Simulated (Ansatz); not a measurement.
HfO₂:
```xyz
12
Lattice="5.1139 0.0000 0.0000 0.0000 5.1818 0.0000 -0.8710 0.0000 5.2231" Properties=species:S:1:pos:R:3 pbc="T T T"
Hf     1.2311     0.2167     1.0875
Hf     3.4473     2.8076     1.5240
Hf     3.0118     4.9650     4.1355
Hf     0.7957     2.3741     3.6991
O      0.0588     1.7297     1.7965
O      4.6196     4.3206     0.8150
O      4.1841     3.4520     3.4266
O     -0.3766     0.8611     4.4081
O      1.8741     3.9261     2.4993
O      2.8044     1.3352     0.1123
O      2.3689     1.2557     2.7238
O      1.4386     3.8466     5.1108
```

Relaxed with r²SCAN. Plane-wave PAW r²SCAN (Ansatz code) gives a gap of 4.59 eV.

Q: What gap does HSE06 give on the same cell (Ansatz, PAW)?

A: 5.69 eV, 1.09 eV more. The hybrid was solved on a coarser mesh and at special points; the gap given is the minimum over both.

```csv
k,v1 r²SCAN,c1 r²SCAN,v1 HSE06,c1 HSE06
Γ,0.00,5.04,___,___
Z,-0.47,5.56,___,___
B,-0.50,5.27,___,___
Y2,-0.09,4.59,-0.09,5.69
C2,-0.62,5.28,___,___
D,-0.66,5.48,-0.69,6.67
A,-0.51,4.90,-0.53,6.04
E,-0.74,5.09,-0.79,6.23
```

Q: Top valence (v1) and lowest conduction level (c1) in eV from each method's valence maximum (which need not be a listed point): supply the withheld HSE06 values.

A: 
- Z, v1 HSE06: -0.50
- Z, c1 HSE06: 6.71
- Γ, v1 HSE06: 0.00
- Γ, c1 HSE06: 6.17
- B, v1 HSE06: -0.52
- B, c1 HSE06: 6.43
- C2, v1 HSE06: -0.66
- C2, c1 HSE06: 6.40

Cost on shared cores: the r²SCAN run (SCF on a 6×6×6 mesh, then bands and DOS) roughly 9 core-minutes, the HSE06 run (SCF on 3×3×3, then a few points) roughly 10 core-minutes; the tasks are unlike.

Space group P2_1/c. The r²SCAN relaxation kept the symmetry of its start. No spin polarisation was allowed. Scalar-relativistic: spin–orbit coupling is off unless named, which matters more the heavier the elements.

Potentials: the later of the program's two PAW sets.
